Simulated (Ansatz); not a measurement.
HgS (zinc blende)

```
CELL_PARAMETERS angstrom
      0.00000     2.99589     2.99589
      2.99589     0.00000     2.99589
      2.99589     2.99589     0.00000
ATOMIC_POSITIONS crystal
  S  0.25000 0.25000 0.25000
  Hg 0.00000 0.00000 0.00000
```

The slice is a {110} plane (indices of the conventional cell) through the point (0.000, 0.000, 0.000) (fractional), spanned by u = [100] and v = [1 -1 -1] in vectors of this cell: u (4.24 Å) and v (5.99 Å, at 90° to u). It covers one period; positions are fractions (u, v).

Calculation: PBE (plane waves to 420 eV, PAW, scalar-relativistic; Ansatz, an electronic-structure program). k mesh 10×10×10. These are valence fields of a PAW run, semicore shells included where kept as valence: close to a nucleus they are smooth pseudo fields. At this level the bands of HgS touch or barely overlap. HgS was relaxed with its symmetry unable to fall. Spin-orbit coupling is left out, though Hg is heavy.

Task: What is the ELF at the midpoint of the shortest S–Hg line in this plane (2.59 Å)?

Result: 0.3.

Task: What is the valence density on the shortest S–Hg line in this plane (2.59 Å), at its midpoint?

Result: 0.42 e/Å³.

Task: Predict the map of the valence electron density on the slice.

Result: 
| v \ u | 0.00 | 0.13 | 0.26 | 0.39 | 0.52 | 0.65 | 0.78 | 0.91 |
|---|---|---|---|---|---|---|---|---|
| 0.88 | 0.5 | 0.0 | -0.4 | -0.1 | 0.0 | -0.2 | -0.3 | 0.3 |
| 0.75 | -1.0 | -0.9 | -0.3 | 0.0 | -1.2 | 0.0 | -0.5 | -0.9 |
| 0.62 | -1.8 | -1.4 | -0.7 | -0.2 | 0.0 | -0.3 | -0.9 | -1.6 |
| 0.50 | -2.0 | -1.9 | -1.4 | -1.1 | -1.0 | -1.2 | -1.6 | -2.0 |
| 0.38 | -1.8 | -1.8 | -1.8 | -1.7 | -1.7 | -1.8 | -1.8 | -1.8 |
| 0.25 | -1.0 | -1.1 | -1.5 | -1.9 | -2.0 | -1.8 | -1.3 | -1.0 |
| 0.12 | 0.5 | 0.0 | -0.8 | -1.4 | -1.7 | -1.2 | -0.5 | 0.3 |
| 0.00 | 1.2 | 0.8 | -0.3 | -0.9 | -1.0 | -0.8 | 0.1 | 1.1 |

Values: log₁₀ of the valence density in e/Å³. The scale is logarithmic, as a density can span decades between atoms and voids.
